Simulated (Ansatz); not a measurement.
A geometry of Nb away from equilibrium: step 2 of the relaxation of a relaxed Nb cell displaced along its unstable phonon at q = (½, 0, 0) of its primitive reciprocal cell (140i cm⁻¹), largest move 0.15 Å. Calculation: PBE (plane waves to 420 eV, PAW, scalar-relativistic; Ansatz, a program for electronic structure). Γ-centred k-mesh 4×8×12 on the run's cell (coarser than for final values), Fermi–Dirac smearing 0.05 eV.

```xyz
6
Lattice="9.6725 0.0105 0.0000 -2.4136 4.1804 0.0000 0.0000 0.0000 2.7074" Properties=species:S:1:pos:R:3:forces:R:3 pbc="T T T" free_energy=-27313.371 pressure_GPa=0.8
Nb     0.0000     0.0000    -0.0203    0.0000    0.0000    0.1852
Nb     2.4227     4.1857     0.0203    0.0000    0.0000   -0.1852
Nb     0.0253     2.8015     1.7025    0.1613    0.0931    0.1004
Nb     4.8616     2.8068     1.0050    0.1613    0.0931   -0.1004
Nb     2.3974     1.3841     1.0050   -0.1613   -0.0931   -0.1004
Nb     7.2336     1.3894     1.7025   -0.1613   -0.0931    0.1004
```

Positions in Å, forces in eV/Å, free energy of the cell in eV (comparable only within this code, potentials and settings). Largest force: 0.21 eV/Å, on Nb3, Nb4, Nb5, Nb6 (atoms numbered as listed); the geometry lies 0.01 eV/atom above the end of its relaxation.

No spin polarisation in the result.

The run could not lose the symmetry of its start: the end is stationary, and may be a saddle point rather than a minimum.

The end of the path is a generated cell of Nb: the first start was made by placing the elements on the sites of a structure type, and the end was not matched to a known phase here, so it may be hypothetical. Known forms of Nb include space group No. 229.
